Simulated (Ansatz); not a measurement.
Theory: DFT PBE, scalar-relativistic, plane waves, PAW (Ansatz). All cells share a 420 eV cutoff and Γ-centred k meshes spaced at most about 0.3 Å⁻¹ (about 0.25 or finer for metals, 2π included). No spin polarisation in the final relaxations.

These are static total energies at zero pressure.

Two forms of B3C2 were relaxed alike.

1.

```xyz
5
Lattice="2.7272 0.0000 0.0000 -1.3636 2.3619 0.0000 0.0000 0.0000 7.4264" Properties=species:S:1:pos:R:3 pbc="T T T"
B     1.3636    0.7873    5.7774
B     1.3636    0.7873    1.6490
B     1.3636    0.7873    0.0000
C     0.0000    1.5746    5.7965
C     0.0000    1.5746    1.6299
```

2.

```xyz
5
Lattice="2.7826 0.0000 0.0000 0.0000 2.7826 0.0000 0.0000 0.0000 4.3766" Properties=species:S:1:pos:R:3 pbc="T T T"
B     1.3913    0.0000    4.2077
B     0.0000    1.3913    4.2077
B     0.0000    0.0000    1.7706
C     0.0000    0.0000    3.3012
C     1.3913    1.3913    0.8241
```

Task: Which form is favoured at zero pressure, and by what margin per atom?

Result: Cell 1 is lower, by 0.37 eV/atom. Cell 1 has space group P-6m2 (No. 187), 9.6 Å³/atom and no gap on its mesh; cell 2 has space group P4mm (No. 99), 6.8 Å³/atom and no gap. Counting C atoms around B (those within 1.25 times the shortest such distance or 1.15 times the sum of covalent radii, 1.27 where that leaves under three; the shortest distance is added where it exceeds 1.18 times the sum of covalent radii; a slash parts the counts of unlike sites), cell 1 has B 3/6 from 2.3 Å and cell 2 has B 1/4. Cell 1 holds B–B units of three or more atoms (shortest 1.65 Å); cell 2 holds B–B nets (shortest 1.97 Å). Even the lower one lies +0.67 eV/atom against the reference forms of the elements (uncorrected), so neither is stable at this level. In cell 1, B on a site of symmetry 3m has 3 C at 1.57 Å and 1 B at 1.65 Å; around B on a site of symmetry -6m2 lie 2 B at 1.65 Å; C is surrounded by 3 B at 1.57 Å. In cell 2, around B on a site of symmetry 2mm lie 4 C at 1.66–1.71 Å and 4 B at 1.97 Å; B on a site of symmetry 4mm is surrounded by 1 C at 1.53 Å; around C on its first site lie 1 B at 1.53 Å and 4 B at 1.66 Å; 1 more site not described. Both come from invented guesses.

Weakly bound directions are ill-defined at this level, which has no dispersion term (P-6m2, P4mm), and this can change margins and order among such cells. In P-6m2, P4mm an odd number of electrons in the primitive cell allows no gap without spin; a larger cell or a magnetic state could open one. Cells relaxed within their symmetry can be saddle points.
